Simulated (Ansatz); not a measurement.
Sn:
```
Sn
1.0
   -2.93927     2.93927     1.57462
    2.93927    -2.93927     1.57462
    2.93927     2.93927    -1.57462
Sn
2
Direct
  0.75000   0.25000   0.50000
  0.00000   0.00000   0.00000
```

Relaxed with PBE+D3(BJ). Special points in fractions of this cell's reciprocal vectors: Γ (0.000, 0.000, 0.000); X (0.000, 0.000, 0.500); M (-0.500, 0.500, 0.500); Z (0.322, 0.322, -0.322); Z0 (-0.322, 0.678, 0.322); P (0.250, 0.250, 0.250); N (0.000, 0.500, 0.000).

Question: List the band energies nearest the Fermi level at these points for PBE+D3(BJ) (plane waves, PAW; program Ansatz).

Answer: In eV from the Fermi level; about four levels below and three above (degenerate sets whole), none deeper than 8.9 eV; points with the same levels are listed once.

| k | below | above |
|---|---|---|
| Γ | -3.82 -2.04 -2.04 | 2.91 6.06 6.06 |
| X | – | 0.50 0.50 1.44 1.44 |
| M | -7.63 -7.63 -4.82 -4.82 | 5.33 5.33 9.13 9.13 |
| Z | -5.56 -3.09 -2.83 -2.83 | 2.94 5.50 5.50 |
| P | -5.88 -5.88 -3.54 -3.54 | 3.52 3.52 3.92 3.92 |
| N | -5.34 -2.35 -1.77 -1.07 | 2.26 2.82 4.63 |

Space group I4_1/amd (β-Sn type). Symmetry was held in the PBE+D3(BJ) relaxation. The pairwise dispersion correction was not fitted to metals. Scalar-relativistic: spin–orbit coupling is off unless named, which matters more the heavier the elements.

Potentials: the later of the program's two PAW sets.
